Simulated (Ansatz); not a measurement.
All numbers below come from DFT, r2SCAN, plane waves (500 eV) with PAW, scalar-relativistic in Ansatz 0.2.0. (PAW data from PBE, frozen cores regenerated.)

An element in the bcc structure gives this curve. The cell is scaled uniformly from the relaxed one, with fractional coordinates and shape fixed. Energies are extrapolated to zero smearing, pressures are those at the given smearing. Magnetic state: spin not included.

| V (Å³/atom) | E − E₀ (meV/atom) | P (GPa) |
| --- | --- | --- |
| 10.099 | 107.5 | 28.52 |
| 10.558 | 43.6 | 16.65 |
| 11.017 | 9.9 | 7.34 |
| 11.476 | 0.0 | 0.03 |
| 11.935 | 8.6 | -5.69 |
| 12.394 | 31.8 | -10.16 |
| 12.853 | 66.3 | -13.64 |

Task: Which element is it?
A. vanadium
B. cobalt
C. phosphorus
D. copper

Result: D. Its fit is V₀ = 11.47 Å³/atom, B₀ = 161 GPa, B₀′ = 5.1.
